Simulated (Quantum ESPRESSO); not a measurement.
Band energies of CuO

```xyz
4
Lattice="1.9910 -2.1536 0.0000 1.9910 2.1536 0.0000 0.0000 0.0000 5.1559" Properties=species:S:1:pos:R:3 pbc="T T T"
O      1.9910     0.0000     3.8669
O      1.9910     0.0000     1.2890
Cu     0.9955     1.0768     2.5780
Cu     0.9955    -1.0768     0.0000
```

norm-conserving LDA (Quantum ESPRESSO, 92 Ry, scalar-relativistic); path ΓXSRAZΓYX1A1TY,ZT; energies in eV from the Fermi level.

```
k (1/Å)  point  band 21  band 22  band 23  band 24  band 25  band 26  band 27  band 28
-------  -----  -------  -------  -------  -------  -------  -------  -------  -------
0.00         Γ    -2.29    -2.29    -2.21    -1.85     0.58     0.76     1.39     6.00
0.84              -2.17    -2.03    -1.91    -1.59    -0.65     0.66     4.09     5.33
1.46         X    -2.28    -2.27    -1.60    -1.16    -1.14     1.08     2.21     6.87
1.68              -2.22    -2.13    -1.62    -1.42    -1.15     0.99     2.96     5.95
2.46         S    -2.20    -1.80    -1.48    -1.46     0.19     0.44     3.51     5.80
2.58              -2.20    -1.82    -1.53    -1.51     0.15     0.47     3.58     5.79
3.07         R    -2.29    -2.24    -1.93    -1.74    -0.15     0.67     4.20     5.77
3.51              -2.31    -2.16    -1.89    -1.50    -0.23     0.02     4.18     5.30
4.06         A    -1.86    -1.86    -1.34    -1.34    -0.51    -0.51     3.98     3.98
4.37              -1.93    -1.93    -1.60    -1.60    -0.45    -0.45     4.47     4.47
5.21              -2.14    -2.14    -1.51    -1.51    -0.15    -0.15     3.90     3.90
5.52         Z    -2.22    -2.22    -1.48    -1.48     0.08     0.08     3.43     3.43
6.03              -2.29    -2.23    -2.22    -1.87     0.55     0.72     1.49     5.74
6.13         Γ    -2.29    -2.29    -2.21    -1.85     0.58     0.76     1.39     6.00
6.81              -2.29    -1.94    -1.94    -1.56    -0.40     0.52     3.56     5.69
7.59         Y    -2.29    -2.27    -1.63    -1.12    -1.07     1.10     2.05     7.08
7.59        X1    -2.28    -2.27    -1.60    -1.16    -1.14     1.08     2.21     6.87
8.20        A1    -1.86    -1.86    -1.34    -1.34    -0.51    -0.51     3.98     3.98
8.20         T    -1.84    -1.84    -1.32    -1.32    -0.53    -0.53     3.93     3.93
8.81         Y    -2.29    -2.27    -1.63    -1.12    -1.07     1.10     2.05     7.08
8.81         Z    -2.22    -2.22    -1.48    -1.48     0.08     0.08     3.43     3.43
8.90              -2.22    -2.22    -1.49    -1.49     0.06     0.06     3.48     3.48
9.58              -2.03    -2.03    -1.77    -1.77    -0.46    -0.46     4.71     4.71
10.27        T    -1.84    -1.84    -1.32    -1.32    -0.53    -0.53     3.93     3.93
```

A metal at this level: along this path bands 25, 26 cross the Fermi level.

The 3d shell has no Hubbard U; the runs are without spin polarisation, and magnetic order was not tried.

Geometry of the Materials Project entry, not relaxed at this level.

The structure is a Materials Project entry; no match was found in the copy of COD used, and its stability was not checked.

Letters of k points follow the standard setting of the lattice, whose axes may be ordered differently from the printed cell.
